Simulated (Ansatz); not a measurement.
An Ansatz (a quantum-chemistry and plane-wave program) input:

Ansatz 0.2 input:
```yaml
crystal:
  lattice:
    - [3.4407544684, 0.0, 0.0]
    - [0.0, 3.4407544684, 0.0]
    - [0.0, 0.0, 3.4452461145]
  atoms:
    - { symbol: Pt, position: [0.0, 0.0, 0.0] }
    - { symbol: Te, position: [0.5, 0.5, 0.5] }
kpoints:
  mp_grid: { grid: [9, 9, 9] }
  band_path:
    path:
      - [[0.0, 0.0, 0.0], [0.0, 0.5, 0.0], [0.5, 0.5, 0.0], [0.0, 0.0, 0.0], [0.0, 0.0, 0.5], [0.0, 0.5, 0.5], [0.5, 0.5, 0.5], [0.0, 0.0, 0.5]]  # Γ-X-M-Γ-Z-R-A-Z
      - [[0.0, 0.5, 0.0], [0.0, 0.5, 0.5]]  # X-R
      - [[0.5, 0.5, 0.0], [0.5, 0.5, 0.5]]  # M-A
    npoints: 8
basis: { ecutwfc: 600, xc_grid: 2 }
hamiltonian:
  xc: pbe
  pseudopotentials: { azcp: { folder: ./paw }, kind: paw_fr }
magnetization: { noncollinear: true, spin_orbit: true }
scf:
  n_extra_bands: 12
  convergence: { dr2_threshold: 0.0000000001 }
  occupations: { method: gaussian, width: 0.05 }
output: { eigenvalues: true }
```

Q: How many symmetry operations and irreducible k-points will the run report?

A: 16 operations, 75 of 729 k-points.

Q: With a cutoff of 600 eV, how many plane waves at Γ?

A: 1357.

It took about 70 core-seconds (a rough figure) on shared server cores.

Space group Pm-3m (CsCl type). The start of the workflow was typed in or built on a structure type; neither database checked (COD, Materials Project) lists it. COD files the formula under space group No. 166, 194, so this cell is another polymorph or a model. Its standing as an ambient phase is unchecked. The PBE relaxation kept the symmetry of its start; whether a distortion lowers the energy is not shown. The run is not spin-polarised. Its formation energy is positive at this level, so the cell may be metastable or incomplete. Point labels and valley counts follow the cell and symmetry of the run, lower than the named group.

Potentials: the earlier of the program's two PAW sets.

Ansatz is a plane-wave DFT program.
